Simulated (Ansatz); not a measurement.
**Electric field gradients in WSe3**

All numbers below come from DFT PBEsol, scalar-relativistic, plane waves, PAW (Ansatz). Plane waves to 420 eV; Γ-centred k mesh 6×6×8; Fermi-Dirac smearing of 0.15 eV. No spin polarisation.

The cell, relaxed at this level:
```
W Se
1.0
     6.87779    0.00000    0.00000
     0.00000    6.87779    0.00000
     0.00000    0.00000    4.93716
W Se
2 6
Direct
  0.50000 0.00000 0.94784
  0.00000 0.50000 0.05216
  0.25000 0.75000 0.00000
  0.75000 0.75000 0.00000
  0.75000 0.25000 0.00000
  0.25000 0.25000 0.00000
  0.50000 0.00000 0.47252
  0.00000 0.50000 0.52748
```

The cell was built by swapping an element in a database structure (itself possibly hypothetical) and relaxing; it need not be the stable form of this composition. In a metal these results depend on the k mesh and the smearing. A semilocal functional can close a gap that the real compound has. Spin–orbit coupling is left out, which matters for gradients at heavy nuclei.

**Question.** Give V_zz (10²¹ V/m²) and the asymmetry η at each distinct site.

**Answer.**
```
       atom V_zz     η
 W (atom 1)  0.718  0.00
Se (atom 3)   6.36  0.95
Se (atom 7)   1.08  0.00
```

Cost: 1 run of about 0.97 core-minutes, on AMD EPYC 7R43 (Zen 3) (shared hosts).